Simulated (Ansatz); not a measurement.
Input, command and steps of an Ansatz relaxation.

```yaml
crystal:
  lattice:
    - [4.2860708304, 0.0, 0.0]
    - [-2.1430354152, 3.7118462216, 0.0]
    - [0.0, 0.0, 5.0934504479]
  atoms:
    - { symbol: Co, position: [0.6666666667, 0.3333333333, 0.2488381729], spin: 1.36 }
    - { symbol: Co, position: [0.6666666667, 0.3333333333, 0.7511618271], spin: 1.36 }
    - { symbol: Co, position: [0.0, 0.0, 0.5], spin: 0.64 }
    - { symbol: Pb, position: [0.0, 0.0, 0.0] }
    - { symbol: Pb, position: [0.3333333333, 0.6666666667, 0.5] }
basis:
  ecutwfc: 420
kpoints:
  mp_grid: { grid: [12, 12, 8] }
hamiltonian:
  xc: pbesol
scf:
  occupations: { method: gaussian, width: 0.1 }
output:
  forces: true
  stress: true
  eigenvalues: true
  populations: true
magnetization:
  spin_polarized: true
relax:
  adjacent_minimum: "off"
  f_tol: 0.01
  max_steps: 60
  cell: { stress_tol: 0.1 }
```

```bash
ansatz run input.yaml --threads 1 --pin off --max-ram 2560MiB --backend cpu --events-out ev --progress --plain --runs-dir out
```

Theory: DFT PBEsol, scalar-relativistic, plane waves, PAW in Ansatz 0.2.0.

Of 4 frames 3 are shown, positions in Å and forces in eV/Å; the SCF threshold varies from step to step. Steps run on the plane waves of an earlier cell, with a Pulay correction in the pressure. The basis is chosen afresh for the last frame, the zero of the energies, and at times for earlier ones too; energy and pressure step there, also at an unchanged geometry.

```xyz
5
Lattice="4.2861 0.0000 0.0000 -2.1430 3.7118 0.0000 0.0000 0.0000 5.0934" Properties=species:S:1:pos:R:3:forces:R:3 pbc="T T T" step=1 free_energy_over_end_meV_per_atom=0.04 pressure_GPa=0.18
Co    2.1430    1.2373    1.2674    0.0000    0.0000    0.0042
Co    2.1430    1.2373    3.8260    0.0000    0.0000   -0.0042
Co    0.0000    0.0000    2.5467    0.0000    0.0000    0.0000
Pb    0.0000    0.0000    0.0000    0.0000    0.0000    0.0000
Pb    0.0000    2.4746    2.5467    0.0000    0.0000    0.0000
5
Lattice="4.2911 0.0000 0.0000 -2.1455 3.7162 0.0000 0.0000 0.0000 5.0911" Properties=species:S:1:pos:R:3:forces:R:3 pbc="T T T" step=2 free_energy_over_end_meV_per_atom=0.01 pressure_GPa=-0.04
Co    2.1455    1.2387    1.2672    0.0000    0.0000    0.0031
Co    2.1455    1.2387    3.8238    0.0000    0.0000   -0.0031
Co    0.0000    0.0000    2.5455    0.0000    0.0000    0.0000
Pb    0.0000    0.0000    0.0000    0.0000    0.0000    0.0000
Pb    0.0000    2.4774    2.5455    0.0000    0.0000    0.0000
5
Lattice="4.2913 0.0000 0.0000 -2.1457 3.7164 0.0000 0.0000 0.0000 5.0890" Properties=species:S:1:pos:R:3:forces:R:3 pbc="T T T" step=4 free_energy_over_end_meV_per_atom=0.00 pressure_GPa=0.00
Co    2.1457    1.2388    1.2669    0.0000    0.0000    0.0014
Co    2.1457    1.2388    3.8221    0.0000    0.0000   -0.0014
Co    0.0000    0.0000    2.5445    0.0000    0.0000    0.0000
Pb    0.0000    0.0000    0.0000    0.0000    0.0000    0.0000
Pb    0.0000    2.4776    2.5445    0.0000    0.0000    0.0000
```

Time: 3.7 min on 1 thread of Intel(R) Xeon(R) 6975P-C (Granite Rapids) (shared host), peak memory 0.81 GiB.

Spin-orbit coupling is left out, which matters for the bands of heavy elements.